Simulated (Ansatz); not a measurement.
All numbers below come from Ansatz, DFT PBE, scalar-relativistic, plane waves, PAW. Settings: cutoff 420 eV, Γ-centred meshes spaced at most about 0.3 Å⁻¹, and about 0.25 Å⁻¹ or finer for metals (2π included), Gaussian smearing. No spin polarisation in the final relaxations.

All energies are static (0 K, no zero-point motion). All come from trial cells, and lower structures may exist.

Problem. These unrelaxed guesses for ScSbSe₃ are each relaxed within their symmetry. Order them by the energy at which they end, lowest first.
A.

```
Sc Sb Se
1.0
     5.06318    0.00000    0.00000
     0.00000    5.06318    0.00000
     0.00000    0.00000    5.06318
Sc Sb Se
1 1 3
Cartesian
  2.5316 2.5316 2.5316
  0.0000 0.0000 0.0000
  0.0000 2.5316 2.5316
  2.5316 0.0000 2.5316
  2.5316 2.5316 0.0000
```

B.

```
Sc Sb Se
1.0
     5.99981    0.00000    0.00000
    -2.99991    5.19599    0.00000
     0.00000    0.00000    4.93093
Sc Sb Se
1 1 3
Direct
  0.00000 0.00000 0.50000
  0.00000 0.00000 0.00000
  0.50000 0.00000 0.50000
  0.00000 0.50000 0.50000
  0.50000 0.50000 0.50000
```

C.

```
Sc Sb Se
1.0
     5.03827    0.00000    0.00000
    -2.51913    4.36327    0.00000
     0.00000    0.00000    6.17540
Sc Sb Se
1 1 3
Cartesian
  0.0000 0.0000 3.0877
  0.0000 2.9088 3.0877
  2.5191 1.4544 1.1358
  2.5191 1.4544 5.0396
  0.0000 0.0000 0.0000
```

D.

```
Sc Sb Se
1.0
     4.42146    0.00000    0.00000
     0.00000    4.42146    0.00000
     0.00000    0.00000    8.26175
Sc Sb Se
1 1 3
Direct
  0.00000 0.00000 0.66649
  0.50000 0.50000 0.69329
  0.00000 0.00000 0.21282
  0.50000 0.00000 0.14669
  0.00000 0.50000 0.14669
```

Solution. D (ends in P4mm, 0 meV/atom), A (ends in Pm-3m, cubic perovskite type, 205 meV/atom), C (ends in P-6m2, 0.37 eV/atom), B (ends in P6/mmm, 0.47 eV/atom).

Weakly bound directions are ill-defined at this level, which has no dispersion term (P4mm), and this can change margins and order among such cells. These runs have no spin–orbit coupling, which can matter for Sb. Cells relaxed within their symmetry can be saddle points. Some candidate types were left out of the draw beforehand, so a known form may be missing.
